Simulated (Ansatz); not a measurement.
One crystal and one scan (energy against volume) at two levels, PBE (plane waves to 420 eV, PAW, scalar-relativistic; Ansatz, an electronic-structure program) and r2SCAN (plane waves to 500 eV, PAW, scalar-relativistic; Ansatz), each from its own relaxed cell and on its own mesh. The cell shown is that of PBE.

GaCuSe₂ (chalcopyrite)

```yaml
crystal:
  lattice:
    - [-2.83601, 2.83601, 5.63158]
    - [2.83601, -2.83601, 5.63158]
    - [2.83601, 2.83601, -5.63158]
  atoms:
    - { symbol: Cu, position: [0.75000, 0.25000, 0.50000] }
    - { symbol: Cu, position: [0.00000, 0.00000, 0.00000] }
    - { symbol: Ga, position: [0.25000, 0.75000, 0.50000] }
    - { symbol: Ga, position: [0.50000, 0.50000, 0.00000] }
    - { symbol: Se, position: [0.11877, 0.12500, 0.49377] }
    - { symbol: Se, position: [0.63123, 0.62500, 0.50623] }
    - { symbol: Se, position: [0.37500, 0.88123, 0.00623] }
    - { symbol: Se, position: [0.87500, 0.36877, 0.99377] }
```

This relaxed cell (volume V₀) is scaled evenly in all directions, its shape held. The atoms relax within the cell's symmetry.

Energies are smeared free energies. GaCuSe2 is run without spin polarisation. GaCuSe2 was relaxed with its symmetry unable to fall. The PAW data are Ansatz's earlier set. With the shape held, the modulus is that of even scaling; a crystal free to change shape is softer. Both scans cover V/V₀ from 0.840 to 1.160.

ΔE (meV/atom), each from the relaxed starting cell of its own level:

| V/V₀ | PBE | r2SCAN |
|---|---|---|
| 0.840 | 153 | 170 |
| 0.872 | 91 | 101 |
| 0.904 | 48 | 53 |
| 0.936 | 20 | 22 |
| 0.968 | 5 | 5 |
| 1.000 | 0 | 0 |
| 1.032 | 4 | 5 |
| 1.064 | 15 | 17 |
| 1.096 | 33 | 37 |
| 1.128 | 55 | withheld |
| 1.160 | 82 | 91 |

Problem. Estimate the r2SCAN value at 1.128 from the PBE value there and the ratio of the two levels in the two nearest given rows on that side of the minimum.

Solution. At 1.096 and 1.160 the ratio r2SCAN/PBE averages 1.115, which gives 1.115 × 55 = 61 meV/atom. The calculation gives 62 meV/atom, +12.7 % against PBE.

(Under strain, the slope of the energy per volume gives the stress and its curvature an elastic modulus.)
